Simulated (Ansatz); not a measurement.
All numbers below come from DFT PBE, scalar-relativistic, plane waves, PAW, and for the lanthanide a 4f-in-core norm-conserving potential, in Ansatz. Settings: cutoff 660 eV, Γ-centred meshes spaced at most about 0.3 Å⁻¹, and about 0.25 Å⁻¹ or finer for metals (2π included), Gaussian smearing. No spin polarisation in the final relaxations.

These are static total energies at zero pressure.

Two forms of Nd₃BeCl were relaxed alike.

A. Space group P4/mmm (No. 123), tetragonal, a = 5.652 Å, c = 5.519 Å. Nd on a site of symmetry mmm has 2 Be at 2.83 Å, 2 Cl at 2.83 Å and 8 Nd at 3.95–4.00 Å; Nd on a site of symmetry 4/mmm has 2 Be at 2.76 Å and 8 Nd at 3.95 Å; Be is surrounded by 6 Nd at 2.76–2.83 Å; Cl has 4 Nd at 2.83 Å.

B. Space group Pm-3m (No. 221), cubic, a = 5.294 Å. Nd is surrounded by 2 Cl at 2.65 Å, 4 Be at 3.74 Å and 8 Nd at 3.74 Å; Be is surrounded by 12 Nd at 3.74 Å; Cl is surrounded by 6 Nd at 2.65 Å.

Question: Which would you expect to be lower, and how large is the difference?

Answer: A is lower, by 111 meV/atom. A has space group P4/mmm (No. 123), 35.3 Å³/atom and no gap on its mesh; B has the antiperovskite type, space group Pm-3m (No. 221), 29.7 Å³/atom and no gap. Counting Be or Nd atoms around Cl (for each partner element, those within 1.25 times its shortest distance or 1.15 times the sum of covalent radii, where it is the nearest in units of that sum or under 1.3), A has Cl 4 and B has Cl 6. The lower one is the more open, so pressure narrows the difference. Both come from invented guesses.

Cells relaxed within their symmetry can be saddle points.

The lanthanide is trivalent by construction, without f bands, f moments or other valences.
